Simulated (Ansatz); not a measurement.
## GdB in the rocksalt structure

Method: PBE+U (U_eff = 6 eV on Gd 4f), scalar-relativistic; collinear spin; PAW, 420 eV, Γ-centred 10×10×10 mesh, 0.05 eV Gaussian smearing; code Ansatz; PAW files: Ansatz's generated set soft_2.

```yaml
crystal:
  lattice:
    - [0.00000, 2.71004, 2.71004]
    - [2.71004, 0.00000, 2.71004]
    - [2.71004, 2.71004, 0.00000]
  atoms:
    - { symbol: Gd, position: [0.50000, 0.50000, 0.50000] }
    - { symbol: B, position: [0.00000, 0.00000, 0.00000] }
```

The cell came from substitution into a structure type; whether the compound takes it is for experiment to say.

Magnetic state: ferromagnetic, site spin moments Gd 7.14; B 0.37 μB.

The cell above was scaled in volume, its shape and atoms being fixed by the lattice's symmetry. Energies are counted from the cell above.

Cell and atoms are those of this level's equilibrium.

```json
{"V (Å³/atom)": "18.81", "ΔE (meV/atom)": "14.0", "P (GPa)": "4.1", "largest moment (μB)": "7.16"}
{"V (Å³/atom)": "19.11", "ΔE (meV/atom)": "?", "P (GPa)": "?", "largest moment (μB)": "?"}
{"V (Å³/atom)": "19.51", "ΔE (meV/atom)": "1.9", "P (GPa)": "1.5", "largest moment (μB)": "7.14"}
{"V (Å³/atom)": "19.90", "ΔE (meV/atom)": "0.0", "P (GPa)": "0.0", "largest moment (μB)": "7.14"}
{"V (Å³/atom)": "20.30", "ΔE (meV/atom)": "1.6", "P (GPa)": "-1.4", "largest moment (μB)": "7.15"}
{"V (Å³/atom)": "20.70", "ΔE (meV/atom)": "6.6", "P (GPa)": "-2.7", "largest moment (μB)": "7.15"}
{"V (Å³/atom)": "21.30", "ΔE (meV/atom)": "20.2", "P (GPa)": "-4.6", "largest moment (μB)": "7.16"}
{"V (Å³/atom)": "21.89", "ΔE (meV/atom)": "40.5", "P (GPa)": "-6.2", "largest moment (μB)": "7.17"}
```

Q: Fill in the withheld row.

A: ΔE (meV/atom): 7.7, P (GPa): 2.9, largest moment (μB): 7.16.

Q: Can a bulk modulus be trusted from these points?

A: No. The energies are smooth (scatter 0.09 meV/atom), but the fit's B0′ of 0.6 is out of the usual range: the curve is too flat or too lopsided over this range, or mesh noise enters, and a third-order form can't fix it.

For elements this heavy, spin–orbit coupling would shift levels and gaps; it isn't included here. The run wasn't fully tested for a lower electronic state. Site moments are of spin, integrated over atomic spheres. A U of this size is made for insulators; in a metal, as here, it tends to take f weight out of the bonding and to swell the cell.
